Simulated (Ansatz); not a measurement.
## Relaxing a structure of Cr

The start is a randomly generated symmetric cell of Cr (space group No. 69). The cell and all atomic positions are relaxed at zero pressure with PBEsol (plane waves to 420 eV, PAW, scalar-relativistic; Ansatz, a first-principles code). The first steps use a coarse 16×16×16 k-mesh.

Starting cell:
```
CELL_PARAMETERS angstrom
      0.00000     1.83113     2.94118
      1.26967     0.00000     2.94118
      1.26967     1.83113     0.00000
ATOMIC_POSITIONS crystal
  Cr 0.00000 0.00000 0.00000
```
Spin-polarised start, with parallel moments on Cr.

Q: What pressure does the first self-consistent step give?

A: -3.8 GPa (negative: the cell is under tension).

Q: Does the structure survive the relaxation? Give the final space group.

A: The space group goes from Fmmm (No. 69) to Im-3m (No. 229); the end is bcc (W type), with 1 atom in the primitive cell.

Q: By how much does the energy per atom fall from start to end?

A: 1.25 eV/atom.

Q: How does the volume per atom move from start to end?

A: -18.5 %, from 13.68 to 11.15 Å³/atom.

Q: What band gap does the relaxed structure have at this level?

A: No gap (metallic).

Q: What magnetic moments remain?

A: Zero (the starting moments vanished).

Q: What does it relax into? Give the structure.

A: 
Space group Im-3m (No. 229); a = 2.814 Å, b = 2.814 Å, c = 2.814 Å, α = 90.00°, β = 90.00°, γ = 90.00°

| atom | site | symmetry | x | y | z |
|---|---|---|---|---|---|
| Cr | 2a | m-3m | 0.0000 | 0.0000 | 0.0000 |
(The calculation used a cell of 1 atom; values per cell refer to that cell.)

Final values are on a 23×23×23 k-mesh of the relaxed cell. No spin polarisation in the result: the starting moments vanished. A magnetic state may lie lower.

The run could not lose the symmetry of its start.
